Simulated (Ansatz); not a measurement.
Data:

B2Ir:
```
B2Ir
1.0
    3.06881     0.00000     0.00000
   -1.53441     2.65767     0.00000
    0.00000     0.00000     7.05343
Ir B
2 4
Direct
  0.66667   0.33333   0.75000
  0.33333   0.66667   0.25000
  0.66667   0.33333   0.44088
  0.33333   0.66667   0.55912
  0.33333   0.66667   0.94088
  0.66667   0.33333   0.05912
```

This is the PBE-relaxed structure.

All from DFT-PBE in the program Ansatz with PAW potentials, unless another level is named. Give the electronic character.

metallic (no gap).

Predict the formation energy from the elements (no fitted shifts).

-0.053 eV/atom.

Give the density of states at the Fermi level.

0.41 states/eV per atom (mean over ±0.08 eV).

Give the gap with spin–orbit coupling.

none (metallic).

Space group P6_3/mmc. The start of the workflow was typed in or built on a structure type; neither database checked (COD, Materials Project) lists it. Whether it is the stable phase at ambient conditions was not checked. Symmetry was held in the PBE relaxation; its stability against distortions is not shown here. No spin polarisation was allowed. The references are the lowest solids computed at this level, not always the standard phases. Scalar-relativistic: spin–orbit coupling is off unless named, which matters more the heavier the elements.

Potentials: the earlier of the program's two PAW sets.
